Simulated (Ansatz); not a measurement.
All numbers below come from Ansatz, DFT PBE, scalar-relativistic, plane waves, PAW. All cells share a 420 eV cutoff and Γ-centred k meshes spaced at most about 0.3 Å⁻¹ (about 0.25 or finer for metals, 2π included). No spin polarisation in the final relaxations.

These are static total energies at zero pressure. All come from trial cells, and lower structures may exist.

Task: Order these relaxed structures of Ba5Y3 by energy, lowest first, with the energy over the lowest of them.
A.

```
Ba Y
1.0
     7.58343    0.00000    0.00000
    -3.79171    6.56744    0.00000
     0.00000    0.00000    7.26449
Ba Y
5 3
Direct
  0.50000 0.00000 0.00000
  0.00000 0.50000 0.00000
  0.50000 0.50000 0.00000
  0.00000 0.00000 0.00000
  0.00000 0.00000 0.50000
  0.50000 0.00000 0.50000
  0.00000 0.50000 0.50000
  0.50000 0.50000 0.50000
```

B.

```
Ba Y
1.0
     6.94350   -4.00691    0.00000
     6.94350    4.00691    0.00000
    -2.34437    0.00000    6.60726
Ba Y
5 3
Direct
  0.24138 0.75862 0.00000
  0.75496 0.75496 0.01640
  0.24504 0.24504 0.98360
  0.75862 0.24138 0.00000
  0.50000 0.50000 0.50000
  0.00000 0.00000 0.50000
  0.50000 0.00000 0.50000
  0.00000 0.50000 0.50000
```

Result: B (0 meV/atom), A (214 meV/atom). Forms: B Ba and Y ordered on fcc sites, C2/m; A P6/mmm. Counting all near atoms (those within 1.25 times the shortest distance at each site): B has Ba 12, Y 12; A has Ba 8, Y 8. Even the lowest lies +0.27 eV/atom against the elements.

A magnetic state wasn't ruled out in cells without spin, among them C2/m, P6/mmm. Cells relaxed within their symmetry can be saddle points. The C2/m cell of Ba5Y3 came from shaking the P6/mmm one. Some structure types and database cells were kept out of the candidates from the start, so a known form may be missing.
